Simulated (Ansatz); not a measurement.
LaHfNO2:
```xyz
10
Lattice="-2.9280 2.9321 4.0517 2.9280 -2.9321 4.0517 2.9280 2.9321 -4.0517" Properties=species:S:1:pos:R:3 pbc="T T T"
La     1.3476     0.0000     6.0776
La     1.5804     0.0000     2.0259
Hf     4.3920     0.0912     0.0000
Hf     1.4640     2.8409     0.0000
N      2.9280     1.4660     0.4962
N      2.9280    -1.4660     3.5556
O      0.8570     2.9321     2.0259
O      2.0710     2.9321    -2.0259
O      0.0000     1.4660     4.4977
O      2.9280     1.4660     3.6057
```

Relaxed with r²SCAN. Special points in fractions of this cell's reciprocal vectors: Γ (0.000, 0.000, 0.000); X (0.500, 0.500, -0.500); F2 (0.381, 0.619, -0.381); Σ0 (-0.381, 0.381, 0.381); Y0 (0.381, -0.381, 0.381); U0 (0.619, 0.381, -0.381); R (0.000, 0.500, 0.000); W (0.250, 0.250, 0.250); S (0.500, 0.000, 0.000); T (0.000, 0.000, 0.500).

List the band energies nearest the valence-band maximum at these points for r²SCAN (plane waves, PAW; program Ansatz).

In eV from the valence-band maximum; about four levels below and three above (degenerate sets whole), none deeper than 8.9 eV; points with the same levels are listed once.

| k | below | above |
|---|---|---|
| Γ | -0.91 -0.50 -0.46 -0.38 | 2.87 3.36 3.55 |
| X | -1.74 -1.03 -0.58 0.00 | 3.08 3.90 3.91 |
| F2 | -1.39 -1.32 -0.89 -0.28 | 3.49 3.90 3.96 |
| Y0 | -1.48 -1.26 -1.20 -0.16 | 3.44 3.93 3.97 |
| R | -1.34 -0.82 -0.67 -0.53 | 3.80 3.84 3.87 |
| W | -1.05 -1.05 -0.60 -0.60 | 3.81 3.81 4.02 4.02 |
| S | -1.97 -1.18 -0.68 -0.35 | 3.92 3.98 4.02 |
| T | -1.14 -1.03 -0.71 -0.45 | 3.49 3.95 4.10 |

Space group I2_12_12_1. The start of the workflow was typed in or built on a structure type; neither database checked (COD, Materials Project) lists it. Its standing as an ambient phase is unchecked. The r²SCAN relaxation kept the symmetry of its start; whether a distortion lowers the energy is not shown. No spin polarisation was allowed. Scalar-relativistic: spin–orbit coupling is off unless named, which matters more the heavier the elements.

Potentials: the earlier of the program's two PAW sets.
